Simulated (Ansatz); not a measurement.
An elastic tensor (GPa, Voigt order, standard axes) from the program Ansatz at the PBEsol level (PAW):

```tsv
	1	2	3	4	5	6
1	99.4	62.3	62.3	0.0	0.0	0.0
2	62.3	99.4	62.3	0.0	0.0	0.0
3	62.3	62.3	99.4	0.0	0.0	0.0
4	0.0	0.0	0.0	13.9	0.0	0.0
5	0.0	0.0	0.0	0.0	13.9	0.0
6	0.0	0.0	0.0	0.0	0.0	13.9
```

**Question.** Which compound is it?
(A) LaBi, rock salt
(B) InPd, CsCl type
(C) Bi2Pd3S2, I2_13 (Bi on 8a, Pd on 12b, S on 8a)
(D) ScPd3, Cu3Au type

**Answer.** C, Bi2Pd3S2, I2_13 (Bi on 8a, Pd on 12b, S on 8a)

The workflow started from a Materials Project entry (that database holds measured and hypothetical structures alike); the Crystallography Open Database copy checked does not list it. Its standing as an ambient phase is unchecked. The cell was relaxed with PBEsol under the symmetry of its start; whether a distortion lowers the energy is not shown. The run is not spin-polarised. As this level gives no gap, shear constants depend on the k-mesh and smearing (Fermi–Dirac, 0.1 eV here). Scalar-relativistic: spin–orbit coupling is off unless named, which matters more the heavier the elements.

Potentials: the later of the program's two PAW sets.
